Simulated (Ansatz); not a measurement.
This run works on a proposed trial structure, not on a known crystal.

Input and command of a plane-wave DFT calculation in Ansatz:

```yaml
crystal:
  lattice:
    - [1.8824121275, 1.0868111486, 12.2204690089]
    - [-1.8824121275, 1.0868111486, 12.2204690089]
    - [0.0, -2.1736222971, 12.2204690089]
  atoms:
    - { symbol: Be, position: [0.0670965754, 0.0670965754, 0.0670965754] }
    - { symbol: Be, position: [0.8141778172, 0.8141778172, 0.8141778172] }
    - { symbol: Be, position: [0.3084597039, 0.3084597039, 0.3084597039] }
    - { symbol: Be, position: [0.561548729, 0.561548729, 0.561548729] }
    - { symbol: Te, position: [0.0001881221, 0.0001881221, 0.0001881221] }
    - { symbol: Se, position: [0.752826262, 0.752826262, 0.752826262] }
    - { symbol: Se, position: [0.247506293, 0.247506293, 0.247506293] }
    - { symbol: Se, position: [0.5001964975, 0.5001964975, 0.5001964975] }
basis:
  ecutwfc: 420
kpoints:
  mp_grid: { grid: [12, 12, 12] }
hamiltonian:
  xc: pbe
scf:
  occupations: { method: gaussian, width: 0.02 }
output:
  forces: true
  stress: true
  eigenvalues: true
relax:
  adjacent_minimum: "off"
  f_tol: 0.01
  max_steps: 80
  cell: { stress_tol: 0.05 }
```

```bash
ansatz run input.yaml --threads 1 --pin off --max-ram 2560MiB --backend cpu --events-out ev --progress --plain --runs-dir out
```

Processor: Intel(R) Xeon(R) Platinum 8488C (Sapphire Rapids), 1 thread, on a host shared with other jobs.

Q: Estimate time, memory and problem size.

A: About 7.2 min, peak memory 1.2 GiB. It solves 44 bands at 189 k points (after reduction by symmetry) with about 2909 plane waves (on the last cell), in 25 SCF iterations over 5 ionic steps.
